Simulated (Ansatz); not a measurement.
SiGe:
```
CELL_PARAMETERS angstrom
      3.91984     0.00000     0.00000
      0.00000     3.92570     0.00000
      0.00000     0.00000     5.53416
ATOMIC_POSITIONS crystal
  Si 0.75000 0.00000 0.88023
  Si 0.25000 0.00000 0.11977
  Ge 0.25000 0.50000 0.36916
  Ge 0.75000 0.50000 0.63084
```

Relaxed with PBEsol. Special points in fractions of this cell's reciprocal vectors: Γ (0.000, 0.000, 0.000); X (0.500, 0.000, 0.000); S (0.500, 0.500, 0.000); Y (0.000, 0.500, 0.000); Z (0.000, 0.000, 0.500); U (0.500, 0.000, 0.500); R (0.500, 0.500, 0.500); T (0.000, 0.500, 0.500).

### Question
List the band energies nearest the valence-band maximum at these points for DFT-PBEsol with spin–orbit coupling in the program Ansatz with PAW potentials.

### Answer
In eV from the valence-band maximum; about four levels below and three above (degenerate sets whole), none deeper than 8.9 eV; points with the same levels are listed once.

```json
[
 {"k": "Γ", "below": "-0.07 -0.07 0.00 0.00", "above": "0.44 0.44 0.65 0.65"},
 {"k": "X", "below": "-1.54 -1.54 -1.54 -1.54", "above": "2.09 2.09 2.09 2.09"},
 {"k": "S", "below": "-3.00 -3.00 -3.00 -3.00", "above": "0.25 0.25 0.25 0.25"},
 {"k": "Y", "below": "-1.80 -1.80 -1.25 -1.25", "above": "1.76 1.76 2.45 2.45"},
 {"k": "Z", "below": "-2.06 -2.06 -1.81 -1.81", "above": "0.61 0.61 1.12 1.12"},
 {"k": "U", "below": "-1.35 -1.35 -1.35 -1.35", "above": "0.70 0.70 0.70 0.70"},
 {"k": "R", "below": "-3.96 -3.96 -3.96 -3.96", "above": "4.12 4.12 4.12 4.12"},
 {"k": "T", "below": "-1.34 -1.34 -1.04 -1.04", "above": "0.26 0.26 1.16 1.16"}
]
```

Space group Pmma. The start of the workflow was typed in or built on a structure type; neither database checked (COD, Materials Project) lists it. Its standing as an ambient phase is unchecked. The cell was relaxed with PBEsol under the symmetry of its start; of distortions, only those at the zone centre were tested.

Potentials: the later of the program's two PAW sets.
